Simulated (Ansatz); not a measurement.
Ta2O5:
```xyz
7
Lattice="3.6693 0.0000 0.0000 0.0000 3.8579 0.0000 0.0000 0.0000 6.4315" Properties=species:S:1:pos:R:3 pbc="T T T"
Ta     1.8346     0.0000     3.2158
Ta     0.0000     0.0000     0.0000
O      1.8346     1.9290     3.2158
O      0.0000     0.0000     4.3686
O      0.0000     0.0000     2.0629
O      0.0000     1.9290     0.0000
O      1.8346     0.0000     0.0000
```

Relaxed with PBEsol. Special points in fractions of this cell's reciprocal vectors: Γ (0.000, 0.000, 0.000); X (0.500, 0.000, 0.000); S (0.500, 0.500, 0.000); Y (0.000, 0.500, 0.000); Z (0.000, 0.000, 0.500); U (0.500, 0.000, 0.500); R (0.500, 0.500, 0.500); T (0.000, 0.500, 0.500).

Task: List the band energies nearest the valence-band maximum at these points for DFT-PBEsol with spin–orbit coupling in the program Ansatz with PAW potentials.

Result: In eV from the valence-band maximum; about four levels below and three above (degenerate sets whole), none deeper than 8.9 eV; points with the same levels are listed once.

| k | below | above |
|---|---|---|
| Γ | -0.86 -0.86 -0.66 -0.66 | 0.40 0.40 0.83 0.83 |
| X | -1.30 -1.30 -1.24 -1.24 | 0.23 0.23 0.56 0.56 |
| S | -1.02 -1.02 0.00 0.00 | 0.53 0.53 3.45 3.45 |
| Y | -1.34 -1.34 -0.88 -0.88 | 0.68 0.68 2.17 2.17 |
| Z | -0.89 -0.89 -0.67 -0.67 | 0.85 0.85 1.08 1.08 |
| U | -1.32 -1.32 -1.10 -1.10 | 0.32 0.32 0.86 0.86 |
| R | -0.94 -0.94 0.00 0.00 | 0.90 0.90 3.31 3.31 |
| T | -1.65 -1.65 -1.56 -1.56 | 1.34 1.34 2.79 2.79 |

Space group Pmmm. The workflow started from a Materials Project entry (that database holds measured and hypothetical structures alike); the Crystallography Open Database copy checked does not list it. COD files the formula under space group No. 49. Its standing as an ambient phase is unchecked. The PBEsol relaxation kept the symmetry of its start. At this level the phase is dynamically unstable (imaginary phonons). The run is not spin-polarised.

Potentials: the earlier of the program's two PAW sets. The files were generated under PBE; for other functionals the program regenerates the frozen cores, and for LDA and PBEsol the local potential too.
